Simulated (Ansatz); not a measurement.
Na (bcc, W type)

```
Na
1.0
   -4.19651     4.19651     4.19651
    2.09826    -2.09826     2.09826
    2.09826     2.09826    -2.09826
Na
2
Direct
  0.00000   0.00000   0.00000
  0.50000   0.00000   0.00000
```

Scan: atom 1 (Na, nearest neighbour Na at 3.634 Å; its periodic images, 3.6 Å or more away, move with it) is displaced along Cartesian x, direction (1.000, 0.000, 0.000) in Cartesian axes, by s. The other atoms stay.

Computed with PBE (plane waves to 420 eV, PAW, scalar-relativistic; Ansatz, a first-principles code). k mesh 13×13×13 (Γ-centred), Fermi-Dirac smearing 0.05 eV. The energy includes the smearing's −TS. With partly filled bands, energies and forces of such displacements shift with the k mesh and the smearing. F∥ is the force on the atom along that direction. Na was relaxed with its symmetry unable to fall. ΔE is measured from the undisplaced structure.

| s (Å) | ΔE (meV/cell) | F∥ (eV/Å) |
|---|---|---|
| -1.090 | ? | 0.227 |
| -0.872 | 108 | ? |
| -0.654 | ? | 0.182 |
| -0.436 | 30 | 0.132 |
| -0.218 | 8 | 0.069 |
| 0.000 | 0 | 0.000 |
| 0.218 | 8 | -0.069 |
| 0.436 | 30 | -0.132 |
| 0.654 | ? | -0.182 |
| 0.872 | 108 | ? |
| 1.090 | ? | -0.227 |

Complete the blanks.


- -1.090, ΔE (meV/cell): 156
- -0.872, F∥ (eV/Å): 0.216
- -0.654, ΔE (meV/cell): 64
- 0.654, ΔE (meV/cell): 64
- 0.872, F∥ (eV/Å): -0.216
- 1.090, ΔE (meV/cell): 156

(A displaced cell: forces are minus the slopes of the energy, force constants its curvatures, and phonons follow from these.)
